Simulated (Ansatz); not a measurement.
RuFBr (Janus 1T monolayer) was relaxed with 5 functionals in the PAW code Ansatz, cell and atoms free, the symmetry of the start kept (meshes: PBE 12×12×1, r2SCAN 12×12×1, PBEsol 12×12×1, LDA 12×12×1, HSE06 6×6×1). (Calculated; spin-unpolarised; the phase may be known or hypothetical.)

The PBEsol result:
```yaml
crystal:
  lattice:
    - [3.52063, 0.00000, 0.00000]
    - [-1.76032, 3.04896, 0.00000]
    - [0.00000, 0.00000, 29.30885]
  atoms:
    - { symbol: Ru, position: [0.00000, 0.00000, 0.30924] }
    - { symbol: F, position: [0.33333, 0.66667, 0.34360] }
    - { symbol: Br, position: [0.66667, 0.33333, 0.26839] }
```
Periodic in the plane only; c spans the vacuum.

The sheet's in-plane cell has a = 3.521 Å, b = 3.521 Å (γ = 120.0°), and its outermost atoms lie 2.20 Å apart along the normal. Ru has 3 F at 2.27 Å and 3 Br at 2.36 Å; F has 3 Ru at 2.27 Å; Br has 3 Ru at 2.36 Å.

(1) How does the cell change with LDA?

(2) What lattice does r2SCAN give?

(3) Held at the r2SCAN cell, what mean stress do LDA and PBE find, and does its sign point to their own minimum?

## Answers

(1) a = 3.491 Å; the area differs by -1.7 % from PBEsol's. Around Ru lie 3 F at 2.24 Å and 3 Br at 2.34 Å; around F lie 3 Ru at 2.24 Å; around Br lie 3 Ru at 2.34 Å.

(2) a = 3.546 Å; the area differs by +1.4 % from PBEsol's. Ru is surrounded by 3 F at 2.27 Å and 3 Br at 2.40 Å; F is surrounded by 3 Ru at 2.27 Å; Br is surrounded by 3 Ru at 2.40 Å.

(3) Yes. LDA -3.37 N/m, and its relaxed area is -3.1 % from r2SCAN's; PBE +1.11 N/m, and its relaxed area is +1.7 % from r2SCAN's. Compression counts positive, so a positive stress asks for a larger cell.
